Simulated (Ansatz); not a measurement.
MoS₂ (3R-MoS2 type, space group R3m)

```xyz
3
Lattice="1.5876 0.9166 6.1949 -1.5876 0.9166 6.1949 0.0000 -1.8332 6.1949" Properties=species:S:1:pos:R:3 pbc="T T T"
Mo     0.0000     0.0000     0.0001
S      0.0000     0.0000    13.9441
S      0.0000     0.0000    10.8349
```

Scan: atom 2 (S, nearest neighbour Mo at 2.403 Å; its periodic images, 3.2 Å or more away, move with it) is displaced along Cartesian [111], direction (0.577, 0.577, 0.577) in Cartesian axes, by s. The other atoms stay.

All values below come from r2SCAN+rVV10 (plane waves to 500 eV, PAW, scalar-relativistic; Ansatz, a first-principles code). k mesh 10×10×10 (Γ-centred), Fermi-Dirac smearing 0.05 eV. E stands for the smeared free energy. Left out: 1 of 11 points, with atoms too close for the PAW data. MoS2 is run without spin polarisation. MoS2 was relaxed with its symmetry unable to fall. This is one of several known forms of MoS2; the measured ambient cells at hand have space group No. 194. The zero of ΔE is the undisplaced structure.

```
s (Å)   ΔE (meV/cell)
------  -------------
-0.384           1414
-0.288            716
-0.192            287
-0.096             65
0.000               0
0.096              53
0.192             195
0.288             400
0.384        withheld
0.480             929
```

### Question
Fit a polynomial form (powers 2, 3, 4) to the given rows and predict ΔE at s = 0.384.

### Answer
Least squares on the 9 given rows: ΔE = (6423)·s² + (-6770)·s³ + (3739)·s⁴, in meV/cell with s in Å; root-mean-square residual 2.2 meV/cell. At 0.384 the fit gives 645 meV/cell; the calculation gives 650 meV/cell, so the interpolation is off by -5 (-0.8 %). The quadratic term alone would give 947 meV/cell.

(For displaced atoms, the force is minus the slope of the energy, and its curvature is a force constant, which sets phonon frequencies.)
